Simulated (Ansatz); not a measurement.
PbS:
```
CELL_PARAMETERS angstrom
      4.12334     0.00000     0.00000
     -2.06167     3.57092     0.00000
      0.00000     0.00000     7.33317
ATOMIC_POSITIONS crystal
  Pb 0.00000 0.00000 0.00000
  Pb 0.00000 0.00000 0.50000
  S  0.33333 0.66667 0.75000
  S  0.66667 0.33333 0.25000
```

Relaxed with r²SCAN. Special points in fractions of this cell's reciprocal vectors: Γ (0.000, 0.000, 0.000); M (0.500, 0.000, 0.000); K (0.333, 0.333, 0.000); A (0.000, 0.000, 0.500); L (0.500, 0.000, 0.500); H (0.333, 0.333, 0.500).

Task: List the band energies nearest the Fermi level at these points for r²SCAN with spin–orbit coupling in the plane-wave PAW code Ansatz.

Result: In eV from the Fermi level; about four levels below and three above (degenerate sets whole), none deeper than 8.9 eV; points with the same levels are listed once.

```
k                    below                above
-  -----------------------  -------------------
Γ  -1.94 -1.94 -0.01 -0.01  0.09 0.09 2.37 2.37
M  -1.97 -1.97 -1.14 -1.14  0.04 0.04 1.71 1.71
K  -3.75 -3.75 -0.22 -0.22  2.15 2.15 2.23 2.23
A  -1.76 -1.76 -1.76 -1.76  1.90 1.90 1.90 1.90
L  -2.88 -2.88 -2.88 -2.88  2.06 2.06 2.06 2.06
H  -2.36 -2.36 -0.02 -0.02  1.05 1.05 3.34 3.34
```

Space group P6_3/mmc (NiAs type). The first step of the workflow began from a Materials Project structure, measured or hypothetical; the Crystallography Open Database copy checked does not list it. It is not the phase usual at ambient conditions (space group No. 225). Symmetry was held in the r²SCAN relaxation; whether a distortion lowers the energy is not shown.

Potentials: the later of the program's two PAW sets.
